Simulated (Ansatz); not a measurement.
## Moving the dispersion correction in HfIn4SiO6

The cell as given:

```cif
data_structure
_symmetry_space_group_name_H-M 'C2'
_symmetry_Int_Tables_number 5
_cell_length_a 5.4317
_cell_length_b 9.4071
_cell_length_c 7.6361
_cell_angle_alpha 90.000
_cell_angle_beta 104.070
_cell_angle_gamma 90.000
_cell_volume 378.48
loop_
_atom_site_label
_atom_site_type_symbol
_atom_site_symmetry_multiplicity
_atom_site_Wyckoff_symbol
_atom_site_fract_x
_atom_site_fract_y
_atom_site_fract_z
_atom_site_occupancy
Hf1 Hf 2 a 0.50000 0.71165 0.00000 1
In1 In 2 b 0.50000 0.87825 0.50000 1
In2 In 2 a 0.50000 0.04498 0.00000 1
In3 In 2 b 0.50000 0.21593 0.50000 1
In4 In 2 b 0.50000 0.54186 0.50000 1
Si1 Si 2 a 0.50000 0.37832 0.00000 1
O1 O 4 c 0.08817 0.02598 0.86666 1
O2 O 4 c 0.66637 0.87147 0.86663 1
O3 O 4 c 0.39116 0.23763 0.13333 1
```

The cell comes from a database or a generator and needn't be the stable form of this composition.

Kept alike: task relaxation of cell and atoms; functional PBE; k mesh 4 × 4 × 3; occupations fermi-dirac, width 0.05 eV; no spin polarisation. Program: Ansatz, Ansatz PAW, cutoff 420 eV. The mesh is that of the run's cell of 12 atoms. No spin-orbit coupling.

```csv
dispersion correction,volume (Å³/atom),first edge of the run's cell (Å),third edge of the run's cell (Å)
D3(BJ),15.227,5.390,7.492
D3(BJ)-ATM,15.279,5.393,7.507
D4,15.233,5.389,7.497
```

For a metal such a mesh leaves the last digits unconverged. Relaxations stop with a little pressure left, so the last digits of a volume or edge aren't settled. Ansatz's relaxations hold a Pulay term in the stress (up to 0.5 GPa here).

Problem. What does the dispersion correction change here?

Solution. The volume runs from 15.227 (D3(BJ)) to 15.279 Å³/atom (D3(BJ)-ATM). The first edge of the run's cell runs from 5.389 (D4) to 5.393 Å (D3(BJ)-ATM). The third edge of the run's cell runs from 7.492 (D3(BJ)) to 7.507 Å (D3(BJ)-ATM).
